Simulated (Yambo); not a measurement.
**Convergence of the G0W0 gap of CaZn$_{2}$As$_{2}$**

G0W0@PBEsol for CaZn₂As₂ (space group P-3m1, No. 164) in Yambo. Reference settings: 3×3×2 Γ-centred k mesh, bands 19 to 268 and a 6 Ry block in the screening, 268 bands in G with the Bruneval-Gonze terminator, plasmon pole fitted at 27.2 eV. The PBEsol gap Γ → Γ on this mesh is 0.29 eV; G0W0 gaps are taken between the same points.

```tsv
change from the reference	G0W0 gap Γ → Γ (eV)	shift of the valence edge (eV)	rough Yambo cost
reference settings	1.41	-0.71	1
136 bands in G	1.41	-0.56	–
192 bands in W, 192 bands in G	1.45	-0.60	within a factor of two
192 bands in G	1.41	-0.67	–
154 bands in W	1.49	-0.57	within a factor of two
2 Ry block	1.39	-0.53	within a factor of two
pole fitted at 15 eV	1.41	-0.64	–
no random integration	1.39	-0.53	–
3×3×1 mesh	1.31	-0.63	about 1/3
136 bands in G, no terminator	1.35	0.01	–
```

The reference isn't shown to be the converged limit. Costs are rough (shared machines), scaled to the same edge states, and given only for runs that recompute the screening.

The standard potential for As keeps a d shell in the valence without the s and p states of that shell. In tests on such compounds this moved G0W0 gaps by up to about 0.9 eV, so absolute quasiparticle energies here are unreliable; differences between settings are what counts.

Spin-orbit coupling is included.

Geometry of the Materials Project entry, not relaxed at this level; primitive cell a = b = 4.1486 Å, c = 7.0073 Å, α = β = 90.00°, γ = 120.00°.

A shift is the quasiparticle energy of the state minus its PBEsol energy.
